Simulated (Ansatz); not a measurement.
# Property card for SiO2

SiO$_{2}$:
```xyz
9
Lattice="4.9201 0.0000 0.0000 -2.4601 4.2609 0.0000 0.0000 0.0000 5.4157" Properties=species:S:1:pos:R:3 pbc="T T T"
O      1.3707     1.1469     1.1673
O      3.2416     0.6136     2.9725
O      2.7679     2.5005     4.7777
O      0.3079     1.7605     4.2485
O     -1.0894     3.1141     2.4432
O      0.7815     3.6473     0.6380
Si     2.3071     0.0000     1.8052
Si    -1.1536     1.9980     3.6105
Si     1.3065     2.2629     0.0000
```

Space group P3_121 (No. 152); conventional cell a = b = 4.9201 Å, c = 5.4157 Å, α = β = 90.00°, γ = 120.00°.

Method: plane-wave PAW r²SCAN (Ansatz code). Geometry: relaxed at this level of theory. Other levels are named where they apply.

**Cell and energy**

```yaml
volume_per_atom: 12.62 Å³
density: 2.64 g/cm³
Formation energy from the elements (no fitted shifts): -2.99 eV/atom
```

**Electronic structure**

```yaml
band_gap: 6.60 eV (indirect)
valence_band_maximum: at K
conduction_band_minimum: at Γ
smallest_direct_gap_on_the_standard_path: 6.88 eV
electron_effective_mass: 0.49 mₑ (isotropic)
hole_effective_mass: 1.5, 8.0, 8.0 mₑ (principal values)
HSE06 gap on the r²SCAN cell: 7.78 eV
```

**Mechanics**

```yaml
Bulk modulus (Birch–Murnaghan fit): 393 kbar
Pressure derivative B′: 4.7
Elastic constants (relaxed ions, GPa): C11 = 86.3, C12 = 8.8, C13 = 12.3, C14 = -18.2, C33 = 107, C44 = 59.2
mechanical_stability: stable (all eigenvalues of C positive)
hill_bulk_and_shear_moduli: 38.2 and 44.2 GPa
Young's modulus: 95.7 GPa
Poisson's ratio: 0.08
debye_temperature_from_the_elastic_constants: 572 K
Piezoelectric stress constants (proper, relaxed ions, C/m²): e11 = 0.17, e12 = e26 = -0.17, e14 = -0.04, e25 = 0.04
```

**Dielectric response**

```yaml
Electronic dielectric constant ε∞ (DFPT): 2.37 (xx = yy), 2.40 (zz)
Static dielectric constant ε0 (ions relaxed, cell fixed): 4.40 (xx = yy), 4.60 (zz)
Born charges (a third of the trace): O -1.69, Si +3.38 e
Largest static χ(2) component: 0.69 pm/V
```

**Phonons**

```yaml
Highest zone-centre frequency (without LO–TO term): 1163 cm⁻¹
zone_centre_stability: no imaginary mode at Γ
dynamical_stability_on_the_path: stable (no imaginary branch)
zero_point_energy: 105.4 meV/atom
Vibrational entropy at 300 K: 13.8 J/(K·mol of atoms)
```

**Charges**

```yaml
bader_charges: O -1.68, Si +3.37 e
```

The r²SCAN relaxation kept the symmetry of its start. Signs of piezoelectric constants follow the polarity of the cell as given. The references are the lowest solids computed at this level, not always the standard phases (solids in place of the gases).

Potentials: the later of the program's two PAW sets.
